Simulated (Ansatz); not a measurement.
Hf₂Ni:
```
Hf2Ni
1.0
   -3.18732     3.18732     2.61705
    3.18732    -3.18732     2.61705
    3.18732     3.18732    -2.61705
Ni Hf
2 4
Direct
  0.25000   0.25000   0.00000
  0.75000   0.75000   0.00000
  0.66519   0.16519   0.83038
  0.16519   0.33481   0.50000
  0.33481   0.83481   0.16962
  0.83481   0.66519   0.50000
```

Relaxed with r²SCAN.

Which orbitals make up the states near the Fermi level in r²SCAN in the plane-wave PAW code Ansatz?

Within 0.5 eV of the Fermi level: Hf 5d 73 %, Ni 3d 14 %, outside the projected shells 6 %. Projections are on Löwdin-orthogonalised atomic valence shells; empty p or d shells of many metals are not among them.

Tabulate the density of states.

States/eV per cell of 6 atoms, in 0.25 eV bins, energy from the Fermi level.

```csv
E (eV),total,Hf 5d,Ni 3d,Hf 6s
-7.85,0.22,0.00,0.00,0.15
-7.60,0.31,0.00,0.00,0.20
-7.35,0.40,0.01,0.00,0.25
-7.10,0.47,0.01,0.00,0.30
-6.85,0.56,0.02,0.00,0.34
-6.60,0.64,0.04,0.01,0.37
-6.35,0.75,0.06,0.01,0.41
-6.10,0.93,0.10,0.02,0.46
-5.85,0.98,0.13,0.02,0.44
-5.60,1.02,0.18,0.03,0.43
-5.35,1.01,0.21,0.03,0.39
-5.10,1.10,0.26,0.04,0.46
-4.85,1.54,0.43,0.08,0.61
-4.60,1.72,0.56,0.13,0.64
-4.35,2.28,0.83,0.31,0.75
-4.10,3.71,1.47,0.86,0.91
-3.85,6.68,2.82,2.27,1.07
-3.60,8.41,3.32,3.72,1.02
-3.35,4.79,1.28,3.04,0.29
-3.10,5.95,1.32,4.16,0.20
-2.85,13.07,2.42,9.97,0.17
-2.60,14.35,2.43,11.28,0.18
-2.35,13.75,1.86,11.13,0.26
-2.10,7.83,1.39,5.76,0.30
-1.85,10.15,1.83,7.61,0.38
-1.60,5.73,1.41,3.80,0.28
-1.35,3.51,1.84,1.17,0.26
-1.10,2.97,1.80,0.69,0.26
-0.85,5.45,3.78,0.90,0.36
-0.60,8.10,6.07,1.14,0.38
-0.35,9.59,7.06,1.59,0.31
-0.10,6.39,4.46,0.99,0.26
0.15,3.88,2.92,0.45,0.18
0.40,7.15,5.22,0.73,0.26
0.65,5.87,4.10,0.72,0.21
0.90,6.29,4.26,1.01,0.20
1.15,6.21,4.29,1.03,0.21
1.40,3.91,2.87,0.58,0.12
1.65,3.23,2.50,0.40,0.11
1.90,3.60,2.80,0.44,0.16
2.15,2.69,2.27,0.30,0.04
2.40,3.18,2.75,0.31,0.03
2.65,3.18,2.78,0.27,0.04
2.90,2.75,2.42,0.18,0.05
3.15,4.10,3.56,0.24,0.11
3.40,3.93,3.38,0.23,0.13
3.65,3.54,3.08,0.19,0.10
3.90,3.36,2.91,0.16,0.10
4.15,3.29,2.86,0.14,0.10
4.40,3.33,2.86,0.13,0.12
4.65,4.77,4.20,0.14,0.15
```

Space group I4/mcm. The workflow started from an entry of the Crystallography Open Database (COD). Whether it is the stable phase at ambient conditions was not checked. The r²SCAN relaxation kept the symmetry of its start; whether a distortion lowers the energy is not shown. The workflow began spin-polarised and lost its moments. Scalar-relativistic: spin–orbit coupling is off unless named, which matters more the heavier the elements.

Potentials: the later of the program's two PAW sets.
